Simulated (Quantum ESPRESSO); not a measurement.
## Calculated data, MgAl$_{3}$As$_{3}$S (made-up cell)

All values are calculated (Quantum ESPRESSO 7.5). Calculation on a made-up crystal cell, not a measurement: periodic Kohn-Sham density functional theory in plane waves with PseudoDojo standard norm-conserving scalar-relativistic pseudopotentials, each functional with its own files (v0.5 for PBE, v0.4.1 for LDA and PBEsol), no spin polarisation, no spin-orbit coupling, atoms not relaxed, stress positive in tension, energies less a fixed whole-eV offset for each atom's element; levels are Kohn-Sham levels at fractions of this cell's reciprocal vectors, counted from the reference band (half the neutral cell's valence electrons, rounded up) at Gamma; error bars cover cutoff and k-mesh only, not smearing or the files; added strain carries the atoms with the cell, and shear is the tensor component; each bar is the largest change over components, and at least 0.002 eV, 0.002 eV per angstrom or 0.02 GPa; energies are for the whole cell, and the offsets were chosen from early runs and are not element reference energies.

## MgAl$_{3}$As$_{3}$S (made-up cell)

Unstrained structure:
```
MgAl3As3S
1.0
      5.8480     0.0000     0.0000
      0.0000     5.8480     0.0000
      0.0000     0.0000     5.8480
Mg Al As S As
1 3 2 1 1
Direct
  0.02050 -0.00934 0.01693
  0.00804 0.51430 0.49092
  0.49607 -0.00515 0.47481
  0.51884 0.50267 0.00715
  0.26907 0.26404 0.26178
  0.24641 0.73326 0.75130
  0.76240 0.27320 0.75262
  0.76951 0.75448 0.23759
```

Settings of this run: lattice type zincblende/diamond, functional pbe, cutoff 1143 eV, fermi dirac smearing 0.025 eV, scf tolerance 1e-07 eV, electrons removed 0, added strain kind shear xy, added strain 0.0059, k mesh 4 x 4 x 4, shifted by half a step and structure shown before the added strain of 0.0059.

The calculation gives: free energy less offsets 4.202 eV; smearing term minus ts 0 eV; scf iterations 11; pressure -2.395 GPa; stress xx 2.595 GPa; stress yy 1.931 GPa; stress zz 2.659 GPa; stress yz -0.3131 GPa; stress xz -0.0591 GPa; stress xy -0.1319 GPa; reference band 35; error bar energy 0.005089 eV; error bar stress 0.02 GPa; error bar force 0.002 eV/Å; error bar next band up 0.002 eV; error bars from tighter rerun of a related cell.

Atoms:
```
atoms element  atom site  atom energy offset (eV)
           Mg          1                    -1617
           Al          2                      -64
           Al          3                      -64
           Al          4                      -64
           As          5                    -2887
           As          6                    -2887
            S          7                     -302
           As          8                    -2887
```

Forces:
```
site  x (eV/Å)  y (eV/Å)  z (eV/Å)
   1    0.3724     1.193   -0.8716
   2   -0.1159   -0.4535    0.5133
   3    0.1862   -0.5093     1.061
   4   -0.2311  -0.06633   -0.5694
   5  -0.07055    0.1873   -0.3907
   6     1.158    0.4006   -0.3412
   7     -0.18   -0.2086   -0.3373
   8    -1.119   -0.5436    0.9355
```

Levels:
```
level k point  next band up (eV)
        Gamma              1.042
(1/2,1/2,1/2)              1.308
   (0.15,0,0)               1.39
   (0,0.15,0)              1.409
   (0,0,0.15)              1.425
```
